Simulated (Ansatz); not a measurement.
Consider the following.

CoMo:
```
CELL_PARAMETERS angstrom
      2.64212     0.00000     0.00000
      0.00000     2.64212     0.00000
      0.00000     0.00000     3.70643
ATOMIC_POSITIONS crystal
  Co 0.00000 0.00000 0.00000
  Mo 0.50000 0.50000 0.50000
```

This is the PBE-relaxed structure.

**Question.** All from PBE (plane waves, PAW; program Ansatz), unless another level is named. Give the formation energy from the elements (no fitted shifts).

**Answer.** 0.023 eV/atom.

**Question.** Predict the density of states at the Fermi level.

**Answer.** 0.61 states/eV per atom (mean over ±0.08 eV).

Space group P4/mmm (L1₀ or tetragonal B2). The start of the workflow was typed in or built on a structure type; neither database checked (COD, Materials Project) lists it. Its standing as an ambient phase is unchecked. Symmetry was held in the PBE relaxation; whether a distortion lowers the energy is not shown. The workflow began spin-polarised and lost its moments. The references are the lowest solids computed at this level, not always the standard phases. Spin–orbit coupling is left out wherever it is not named.

Potentials: the later of the program's two PAW sets.
